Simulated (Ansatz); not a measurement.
## AlGa2As3 (I-4m2) at 2 levels of theory

One geometry, relaxed with PBE; plane waves with PAW potentials in Ansatz, scalar-relativistic. No spin polarisation. Gaps are the least over mesh and band path; pressure is positive in compression.

```
Al Ga As
1.0
    -2.02969    2.02969    8.60749
     2.02969   -2.02969    8.60749
     2.02969    2.02969   -8.60749
Al Ga As
1 2 3
Direct
  0.00000 0.00000 0.00000
  0.66656 0.66656 0.00000
  0.33344 0.33344 0.00000
  0.25000 0.75000 0.50000
  0.91725 0.41725 0.50000
  0.58275 0.08275 0.50000
```

```csv
level,cutoff (eV),k mesh,gap (eV),pressure (GPa)
PBE,420,10×10×10,0.64,0.0
```

Problem. What comes out on the same cell with r2SCAN?

Solution.
```
 level  cutoff (eV)    k mesh  gap (eV)  pressure (GPa)
r2SCAN          500  10×10×10      1.13            -2.4
```

The structure comes from a generated guess; another structure or a mixture of phases may lie lower.
